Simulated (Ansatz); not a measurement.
Phonons of AlN (wurtzite) at Γ, M = (0.5, 0.0, 0.0), A = (0.0, 0.0, 0.5), L = (0.5, 0.0, 0.5).

AlN (wurtzite)

```yaml
crystal:
  lattice:
    - [3.12980, 0.00000, 0.00000]
    - [-1.56490, 2.71049, 0.00000]
    - [0.00000, 0.00000, 5.01733]
  atoms:
    - { symbol: Al, position: [0.66667, 0.33333, 0.00337] }
    - { symbol: Al, position: [0.33333, 0.66667, 0.50337] }
    - { symbol: N, position: [0.66667, 0.33333, 0.62183] }
    - { symbol: N, position: [0.33333, 0.66667, 0.12183] }
```

Computed with PBE (plane waves to 420 eV, PAW, scalar-relativistic; Ansatz, a quantum-chemistry and plane-wave program). Harmonic phonons by density-functional perturbation theory on a 10×10×6 k mesh, in cm⁻¹; i marks imaginary ones, q is in fractions of the reciprocal vectors of the cell shown, and the three acoustic modes at Γ are left out. The non-analytic (LO-TO) term is not included, so polar modes at Γ have their transverse values. The program warned that its band solver left a few bands short of their tolerance. AlN was relaxed with its symmetry unable to fall. The PAW data are Ansatz's earlier set.

```tsv
q	wavenumbers (cm⁻¹)
Γ	237 (×2), 536, 594, 636 (×2), 649 (×2), 705
M = (0.5, 0.0, 0.0)	224, 299, 336, 394, 492, 508, 617, 636, 652, 655, 709, 729
A = (0.0, 0.0, 0.5)	173 (×4), 340 (×2), 641 (×4), 804 (×2)
L = (0.5, 0.0, 0.5)	267 (×2), 293 (×2), 555 (×2), 644 (×2), 652 (×2), 708 (×2)
```

The structure shows no imaginary mode at these points (lowest 173 cm⁻¹ at A = (0.0, 0.0, 0.5)); other wave vectors were not tested.

Highest mode: 804 cm⁻¹ at A = (0.0, 0.0, 0.5).
